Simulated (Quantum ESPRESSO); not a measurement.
# CaZn2MgO4: a curve over strain

Computed values, not a measurement. The program is pw.x of Quantum ESPRESSO 7.5 (plane-wave density functional theory). The cell is made up: 8 atoms on a rocksalt lattice, with randomly drawn elements, strain and displacements, not relaxed. PseudoDojo standard norm-conserving files (v0.5 for PBE, v0.4.1 for LDA and PBEsol) set the functional; there is no spin polarisation, spin-orbit coupling or dispersion term, and the masses in the input are unused placeholders.

Seven runs add a strain to one cell (along z); the atoms follow the cell and are not relaxed. Stress in the table is positive in tension.

Input of the run at +0.0011:

```
&control calculation='scf', pseudo_dir='./dojo.nc.sr.pbe.v0_5.standard.upf', outdir='./o', disk_io='low', tprnfor=.true., tstress=.true. /
&system ibrav=0, nat=8, ntyp=4, nbnd=48, ecutwfc=84.00895049, nosym=.true., tot_charge=0,
 occupations='smearing', smearing='fd', degauss=0.0018374661
/
&electrons conv_thr=7.350e-09, electron_maxstep=60, /
ATOMIC_SPECIES
Ca 1.0 Ca.upf
Mg 1.0 Mg.upf
O 1.0 O.upf
Zn 1.0 Zn.upf
CELL_PARAMETERS angstrom
4.4036 -0.052 0.0234
-0.052 4.3888 -0.016
0.0234 -0.016 4.5431
ATOMIC_POSITIONS angstrom
Ca 0.0152 0.0234 0.0222
Zn 0.0001 2.1426 2.2628
Zn 2.1923 -0.0834 2.2813
Mg 2.1882 2.1245 -0.0013
O 2.1695 -0.0164 0.0137
O 2.1727 2.2092 2.3122
O 4.3887 -0.056 2.2981
O 4.3695 2.1 0.0106
K_POINTS automatic
4 4 4 1 1 1
```

| added strain | free energy less that of the input shown (eV) | stress xx (GPa) | stress yy (GPa) | stress zz (GPa) | stress xy (GPa) | pressure (GPa) | iterations |
| --- | --- | --- | --- | --- | --- | --- | --- |
| -0.0242 | 0.0204 | -6.18 | -7.60 | -4.46 | -2.13 | 6.08 | 11 |
| -0.0188 | 0.0092 | -5.63 | -7.03 | -3.08 | -2.15 | 5.25 | 12 |
| -0.0097 | -0.0010 | -4.73 | -6.10 | -0.95 | -2.18 | 3.92 | 12 |
| -0.0030 | -0.0020 | -4.08 | -5.44 | 0.49 | -2.19 | 3.01 | 12 |
| +0.0011 | 0.0000 | -3.71 | -5.05 | 1.31 | -2.21 | 2.48 | 11 |
| +0.0051 | 0.0036 | -3.34 | -4.67 | 2.07 | -2.22 | 1.98 | 12 |
| +0.0166 | 0.0229 | -2.32 | -3.62 | 4.09 | -2.24 | 0.62 | 12 |

A cubic fit gives a slope of stress zz against the added strain of 198 GPa at zero added strain, with the atoms clamped. Across the table the free energy follows the integral of the stress to within 0.9 meV. A rerun of one of the cells at 1437 eV and a 6 x 6 x 6 mesh moved values by no more than 0.002 eV in energy, 0.04 GPa in stress and 0.003 eV/Å in force.